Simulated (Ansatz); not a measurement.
Input and command of a calculation in Ansatz (plane waves; scalar-relativistic PAW potentials unless the input names others):

```yaml
crystal:
  lattice:
    - [4.7697596954, 0.0, 0.0]
    - [-2.3848798477, 4.1307330662, 0.0]
    - [0.0, 0.0, 2.9353696787]
  atoms:
    - { symbol: Sc, position: [0.3333333333, 0.6666666667, 0.5], spin: -0.4 }
    - { symbol: Sc, position: [0.6666666667, 0.3333333333, 0.5], spin: -0.4 }
    - { symbol: Mn, position: [0.0, 0.0, 0.0], spin: 3.61 }
basis:
  ecutwfc: "520 ev"
kpoints:
  mp_grid: { grid: [12, 12, 16] }
hamiltonian:
  xc: pbe
scf:
  occupations: { method: gaussian, width: 0.1 }
  max_iter: 60
output:
  forces: true
  eigenvalues: true
  stress: true
magnetization:
  spin_polarized: true
relax:
  adjacent_minimum: "off"
  f_tol: 0.01
  max_steps: 80
  cell: { stress_tol: 0.05 }
```

```bash
ansatz run input.yaml --threads 1 --pin off --max-ram 2560MiB --backend cpu --events-out ev --progress --plain --runs-dir out
```

**Question.** What will the program do with this input?

**Answer.** The program refuses it, because of a cutoff in the wrong unit (basis.ecutwfc: 420 → "520 ev"). With the sound run's settings it is accepted.

Abridged log:
```
Error: YAML parse error: error: line 11 column 12: unknown unit factor `ev` — a unit is read by its exact case: `eV` is a unit here, `ev` is not
  --> <input>:11:12
   |
 9 |     - { symbol: Mn, position: [0.0, 0.0, 0.0], spin: 3.61 }
10 | basis:
11 |   ecutwfc: "520 ev"
   |            ^ unknown unit factor `ev` — a unit is read by its exact case: `eV` is a unit here, `ev` is not
12 | kpoints:
13 |   mp_grid: { grid: [12, 12, 16] }
   |
```